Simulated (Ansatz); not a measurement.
A trial cell of Ir2Pt, before relaxation:

```
CELL_PARAMETERS angstrom
3.49838 0.00000 0.00000
0.00000 3.49838 0.00000
0.00000 0.00000 3.96028
ATOMIC_POSITIONS crystal
Ir 0.50000 0.50000 0.22873
Ir 0.50000 0.50000 0.77127
Pt 0.00000 0.00000 0.00000
```

Method: DFT PBE, scalar-relativistic, plane waves, PAW (Ansatz). Cutoff 420 eV, Gaussian smearing, Γ-centred meshes. Cell and atoms relax first on a coarse mesh and then on a finer one. In between, the cell is made exact in the group found at 0.06 Å. In metals the finer mesh still leaves noise of several meV/atom or more. The steps can't lower the symmetry of their start. No spin polarisation in the relaxation; trial moments died out in a coarse test.

A guess keeps its type if space group and coordination stay and the shape of the cell changes little (axis ratios within about 15 %, angles within 6°); the volume may change.

**Question.** Will the relaxed cell still be of the starting type?

**Answer.** It doesn't keep its type. The symmetry stays P4/mmm (No. 123). The volume per atom shrinks by 1.8 %, from 16.2 to 15.9 Å³. The shortest distance goes from 1.81 Å (Ir–Ir) to 2.44 Å (Ir–Ir). The ratio c/a of the conventional cell changes by a factor of 2.11. Counting neighbours within 15 % of an atom's shortest distance, the start has Ir 1, Pt 8 and the end Ir 9, Pt 12. In detail, at the end Ir is surrounded by 1 Ir at 2.44 Å, 4 Ir at 2.71 Å and 4 Pt at 2.79 Å; Pt is surrounded by 4 Pt at 2.71 Å and 8 Ir at 2.79 Å.

```
Ir Pt
1.0
     2.70959    0.00000    0.00000
     0.00000    2.70959    0.00000
     0.00000    0.00000    6.48546
Ir Pt
2 1
Direct
  0.50000 0.50000 0.31225
  0.50000 0.50000 0.68775
  0.00000 0.00000 0.00000
```

Formation energies are uncorrected and refer to the elements' standard structures at the same level.

**Question.** At what energy does it end?

**Answer.** +0.39 eV/atom. A positive value: parting into the elements would lower its energy.

The last run used a 16×16×8 mesh (in the run's order of axes) for its 3-atom cell and Gaussian smearing of 0.10 eV. These runs have no spin–orbit coupling, which can matter for Ir and Pt. A structure relaxed within its symmetry needn't be a true minimum. Another cell of Ir2Pt relaxed alike, in P6/mmm, lies 87 meV/atom lower, so this cell isn't the stable form at this level.
